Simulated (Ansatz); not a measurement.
Rb (bcc (W type), space group No. 229) under volume change, PBE (plane waves, PAW; program Ansatz), scaled uniformly.

```json
[
 {"V (Å³/atom)": "82.981", "E − E(relaxed) (meV/atom)": "7.6", "P (GPa)": "0.32"},
 {"V (Å³/atom)": "85.716", "E − E(relaxed) (meV/atom)": "3.3", "P (GPa)": "0.20"},
 {"V (Å³/atom)": "88.452", "E − E(relaxed) (meV/atom)": "…", "P (GPa)": "…"},
 {"V (Å³/atom)": "91.188", "E − E(relaxed) (meV/atom)": "0.0", "P (GPa)": "0.00"},
 {"V (Å³/atom)": "93.923", "E − E(relaxed) (meV/atom)": "0.6", "P (GPa)": "-0.08"},
 {"V (Å³/atom)": "96.659", "E − E(relaxed) (meV/atom)": "…", "P (GPa)": "…"},
 {"V (Å³/atom)": "99.394", "E − E(relaxed) (meV/atom)": "5.5", "P (GPa)": "-0.20"}
]
```

### Question
What belongs in the gaps?

### Answer

- 96.659, E − E(relaxed) (meV/atom): 2.5
- 96.659, P (GPa): -0.14
- 88.452, E − E(relaxed) (meV/atom): 0.8
- 88.452, P (GPa): 0.09

### Question
What does a third-order Birch–Murnaghan fit give for V₀, B₀ and B′?

### Answer
V₀ = 91.29 Å³/atom, B₀ = 2.8 GPa, B′ = 3.8.

Space group Im-3m (bcc (W type)). The cell was relaxed with PBE under the symmetry of its start. Spin–orbit coupling is left out wherever it is not named.

Potentials: the earlier of the program's two PAW sets.
